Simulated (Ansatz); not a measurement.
**Calculated N-14 nuclear quadrupole resonance for TiH₈N₂F₆ at a changed volume**

Cell: a COD entry, relaxed with PBE at fixed cell and then changed (volume scaled by 0.97).

Space group P-3m1 (No. 164); a = 5.8602, c = 4.6545 Å, γ = 120.00°.

```csv
site,Wyckoff,site symmetry,x,y,z
Ti,1a,-3m.,0.0000,0.0000,0.0000
H2,2d,3m.,0.6667,0.3333,0.9106
H4,6i,.m.,0.7610,0.5220,0.6163
N,2d,3m.,0.6667,0.3333,0.6919
F,6i,.m.,0.3030,0.1515,0.2276
```

One atom of each set is listed.

The numbers come from a DFT calculation in Ansatz (PBE, plane waves and PAW, scalar-relativistic, 420 eV cutoff, Γ-centred 4×4×5 k-points, Fermi–Dirac smearing 0.02 eV).

N-14: I = 1, Q = 20.44 mb (year-2017 value). Static lattice, zero field.

Q: The simulated lines lie at 0.152 MHz. What are |C_Q|, η and |V_zz| at N?

A: For I = 1 the lines are ν± = (3/4)|C_Q|(1 ± η/3) and ν₀ = |C_Q|η/2. Here |C_Q| = 0.203 MHz, η = 0.00 and |V_zz| = 0.41 × 10²¹ V/m². The calculation gives V_zz positive; the lines don't show the sign. The site has 4 H at 1.02 Å.

An axis of threefold or higher order runs through N, so V_zz lies along it and η is zero.

At this changed cell the PBE pressure is 6 GPa. The atoms aren't relaxed in the changed cell (largest force 0.4 eV/Å).
